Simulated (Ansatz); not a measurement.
SiO2 (rutile, P4_2/mnm), plane-wave PAW LDA (Ansatz code). The conduction-band minimum lies at Γ, with 1 equivalent valley. Second derivatives d²E/dk² of the lowest band at one valley (eV·Å²), along Cartesian directions:

```tsv
direction	d²E/dk²
[100]	14.70
[010]	14.70
[001]	19.13
[110]	14.69
[101]	16.92
[011]	16.92
```

Question: Find the principal effective masses, the density-of-states mass and the conductivity mass.

Answer: Off-diagonal terms follow from H_xy = H[110] − (H_xx + H_yy)/2, and m*/mₑ = 7.620 eV·Å² over each eigenvalue: 0.40, 0.52, 0.52. One valley's DOS mass (m₁m₂m₃)^(1/3) = 0.47, conductivity mass 3/(Σ 1/mᵢ) = 0.47 mₑ.

Question: What effective density of states Nc follows at 300 K for parabolic valleys?

Answer: Nc = 2.509e19 × 1 × (0.47)^(3/2) ≈ 8.1e18 cm⁻³.

Question: With the computed static dielectric constant 10.4 (mean of the diagonal), estimate a hydrogenic donor's binding energy and radius.

Answer: E = 13.606 eV × 0.47/10.4² ≈ 59 meV; a = 0.529 Å × ε/m* ≈ 12 Å. Semilocal masses tend to be too small where the gap is.

This is a known high-pressure phase of the composition, computed here at zero pressure and temperature. The LDA relaxation kept the symmetry of its start; phonons on a q-mesh show no instability.

Potentials: the earlier of the program's two PAW sets.
